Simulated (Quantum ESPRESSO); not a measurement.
# Planted mistakes on one cell of Mg4Se3S

These are calculations, not measurements. They come from pw.x of Quantum ESPRESSO 7.5, a plane-wave density functional program, with PseudoDojo standard norm-conserving files (v0.5 for PBE, v0.4.1 for LDA and PBEsol). The cells are made up: elements, strain and atom displacements were drawn at random, and nothing was relaxed. There is no spin polarisation, spin-orbit coupling or dispersion term.

The cell has 8 sites of a zincblende or diamond lattice. Sites 1 to 4 hold Mg Mg Mg Mg; sites 5 to 8 hold Se Se S Se. Cell vectors in Å: (6.036, -0.009, 0.035); (-0.009, 5.817, 0.067); (0.035, 0.067, 6.027). Settings: PBE, cutoff 1170 eV, 4 x 4 x 4 k mesh shifted by half a step, Fermi-Dirac smearing of 0.025 eV.

The intended run has a self-consistency threshold of 1e-07 eV, a smearing term of 0.000 eV, a pressure of 0.86 GPa and 10 iterations. Each further run changes one thing: all lengths scaled by 0.9837; k mesh 1 x 1 x 1; one electron added; smearing 0.58 eV; threshold 0.5 eV. A coarse mesh keeps the shift, and a charged cell sits in a uniform background.

| run | change of free energy (eV) | smearing term -TS (eV) | change of P (GPa) | largest change of a force component (eV/Å) | iterations |
| --- | --- | --- | --- | --- | --- |
| A | -0.205 | -0.964 | 0.39 | 0.122 | 10 |
| B | 0.037 | 0.000 | -2.29 | 0.804 | 3 |
| C | 2.718 | 0.000 | 2.65 | 0.276 | 10 |
| D | 7.271 | -0.011 | 8.03 | 0.390 | 10 |
| E | 0.134 | 0.000 | 2.60 | 0.285 | 10 |

A rerun of the intended cell at 1467 eV and k mesh 6 x 6 x 6 moved values by no more than 0.003 eV in the cell's energy, 0.02 GPa in stress and 0.008 eV/Å in force.

Question: which change belongs to which run?

## Worked reading

Run B has the fewest iterations, as a run stopped early does. Run A has the largest smearing term, as wide smearing gives. Run E changes the volume by a factor of 0.9519; minus its pressure change over the logarithm of that factor, 53 GPa, is a rough bulk modulus with clamped atoms. Energies from files of another functional, or of a charged cell, have another zero and say nothing on stability; the pressure of a charged cell rests on the program's zero of potential too.

## Key

```
run                        change
  A              smearing 0.58 eV
  B              threshold 0.5 eV
  C              k mesh 1 x 1 x 1
  D            one electron added
  E  all lengths scaled by 0.9837
```